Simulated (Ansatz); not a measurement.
## Si: zone-centre modes

Computed with DFT r2SCAN, scalar-relativistic, plane waves, PAW in Ansatz. The runs took a 500 eV cutoff, a Γ-centred 8×8×8 mesh and Gaussian smearing (0.15 eV). No spin polarisation.

Zero of the scan (relaxed at this level; this form isn't the usual structure):

```
Si
1.0
    -3.32361    3.32361    3.32361
     3.32361   -3.32361    3.32361
     3.32361    3.32361   -3.32361
Si
8
Cartesian
  0.6694 0.6694 0.6694
  -0.6694 2.6542 0.6694
  0.6694 -0.6694 2.6542
  2.6542 0.6694 -0.6694
  2.6542 2.6542 2.6542
  0.6694 3.9930 -0.6694
  -0.6694 0.6694 3.9930
  3.9930 -0.6694 0.6694
```

Harmonic modes by finite displacements of 0.02 Å, without the LO–TO term.

Problem. At this geometry, is the structure stable against these modes?

Solution. Yes: no mode is imaginary beyond 10 cm⁻¹, and only the three translations lie near zero.

Problem. List the wavenumbers in cm⁻¹.

Solution. 0, 0, 0, 173, 173, 173, 181, 181, 181, 185, 387, 387, 387, 398, 398, 398, 419, 441, 441, 441, 447, 447, 454, 454.

Cost: 1 run of about 2 core-minutes, on Intel Xeon 6975P-C (Granite Rapids) (shared hosts).